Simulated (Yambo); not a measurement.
CsLiSO$_{5}$H$_{4}$ (space group Cm, No. 8), G0W0@LDA in Yambo (2×2×2 mesh, plasmon pole; 7 Ry block, no terminator). The number N of bands in W and G is varied.

```json
[
 {"N": "86", "x = 1/N": "0.01163", "gap (-0.5, -0.5, -0.5) → Γ (eV)": "6.750", "shift of the valence edge (eV)": "-0.844"},
 {"N": "126", "x = 1/N": "0.00794", "gap (-0.5, -0.5, -0.5) → Γ (eV)": "6.700", "shift of the valence edge (eV)": "-0.999"},
 {"N": "176", "x = 1/N": "0.00568", "gap (-0.5, -0.5, -0.5) → Γ (eV)": "6.719", "shift of the valence edge (eV)": "-1.131"},
 {"N": "226", "x = 1/N": "0.00442", "gap (-0.5, -0.5, -0.5) → Γ (eV)": "?", "shift of the valence edge (eV)": "?"}
]
```

Task: Basis-set arguments suggest E = E∞ + A x. Fix A and E∞ from the two rows above the withheld one, predict the row at 226 bands, and test the form.

Result: Gap: A = (6.719 − (6.700))/(0.00568 − 0.00794) = -8.41, E∞ = 6.767 eV, so 6.730 eV is predicted; the run gave 6.743 eV (miss 13 meV). The first two rows have slope 13.6, so the form doesn't hold yet over the whole range. Shift: A = (-1.131 − (-0.999))/(0.00568 − 0.00794) = 58.4, E∞ = -1.463 eV, so -1.205 eV is predicted; the run gave -1.214 eV (miss 9 meV). The first two rows have slope 42.0, so the form doesn't hold yet over the whole range. The other settings are held fixed.

Geometry of the Materials Project entry, not relaxed at this level; primitive cell a = b = 6.7101 Å, c = 4.8122 Å, α = β = 107.13°, γ = 50.65°.

A shift is the quasiparticle energy of the state minus its LDA energy.
